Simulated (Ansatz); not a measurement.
Values for one crystal, relaxed and computed with DFT-r²SCAN in the program Ansatz with PAW potentials; other levels are named.

| Quantity | Result |
|---|---|
| Volume per atom | 14.94 Å³ |
| Electronic character | metallic (no gap) |
| Density of states at the Fermi level | 0.85 states/eV per atom (mean over ±0.08 eV) |
| Formation energy from the elements (no fitted shifts) | 0.002 eV/atom |

Question: Pick the material that matches.
A. Ag3Au, Cu3Au type
B. TbHg, CsCl type
C. YFe5, P6/mmm (Y on 1a, Fe on 2c, Fe on 3g)
D. SrPd, Cmcm (Sr on 4c, Pd on 4c)

Answer: C, YFe5, P6/mmm (Y on 1a, Fe on 2c, Fe on 3g)

The workflow started from a Materials Project entry (that database holds measured and hypothetical structures alike); the Crystallography Open Database files this formula in space group No. 191, but the cells were not matched. Its standing as an ambient phase is unchecked. Symmetry was held in the r²SCAN relaxation, as lowered by the spin order; its stability against distortions is not shown here. Magnetic state: ferrimagnetic, chosen from 4 collinear starts compared on coarse meshes (ties went to the first, and starts can fall back to one state), not a proven ground state. Other orbital occupations within this spin state were not tried. The references are the lowest solids computed at this level, not always the standard phases. Scalar-relativistic: spin–orbit coupling is off unless named, which matters more the heavier the elements.

Potentials: the later of the program's two PAW sets.
